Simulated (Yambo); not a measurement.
## Bethe-Salpeter results for BaTiB₂O₆

```xyz
10
Lattice="2.5371 1.4648 5.6061 -2.5371 1.4648 5.6061 0.0000 -2.9296 5.6061" Properties=species:S:1:pos:R:3 pbc="T T T"
B      0.0000     0.0000     3.9146
B      0.0000     0.0000    12.9036
O     -0.2517    -1.5726     9.5723
O      0.2517     1.5726     7.2459
O      1.4877     0.5684     9.5723
O     -1.4877    -0.5684     7.2459
O     -1.2361     1.0042     9.5723
O      1.2361    -1.0042     7.2459
Ti     0.0000     0.0000     8.4091
Ba     0.0000     0.0000     0.0000
```

The geometry is that of Materials Project entry mp-11659, symmetrised and not relaxed again.

BSE in Yambo on LDA (pw.x of Quantum ESPRESSO, ONCV potentials, without SOC) bands: 4×4×4 mesh, 14 valence and 10 conduction bands, static screening with 78 bands and a 3 Ry block, scissor 2.38 eV, Tamm-Dancoff; field along x.

```
state  energy (eV)  states within 2 meV  relative strength   class    main transitions
-----  -----------  -------------------  -----------------  ------  ------------------
1             3.85                    1             < 0.01    dark      VB → CB (85 %)
2             4.12                    1             < 0.01    dark    VB−1 → CB (74 %)
3             4.20                    2             < 0.01    weak  several band pairs
4             4.26                    2               0.17  strong      VB → CB (62 %)
5             4.43                    1             < 0.01    dark      VB → CB (95 %)
6             4.44                    1             < 0.01    dark      VB → CB (87 %)
7             4.45                    2             < 0.01    weak  several band pairs
8             4.47                    1             < 0.01    dark  several band pairs
9             4.48                    1             < 0.01    dark      VB → CB (90 %)
10            4.51                    2               0.65  strong  several band pairs
```

These are vertical excitations (zero momentum). The direct quasiparticle gap on this mesh is 4.83 eV; counted from there, state 1 is bound by 0.97 eV. Convergence with the mesh was not shown.

Spin singlets only. Strengths are relative to the strongest of the lowest states of this run; strong means a line over 3 % of the spectrum's maximum, dark under 0.03 %. Absolute energies carry the error of the G0W0 scissor, whose convergence isn't established; the long-wavelength screening was taken along (1,1,1) although the crystal is anisotropic.
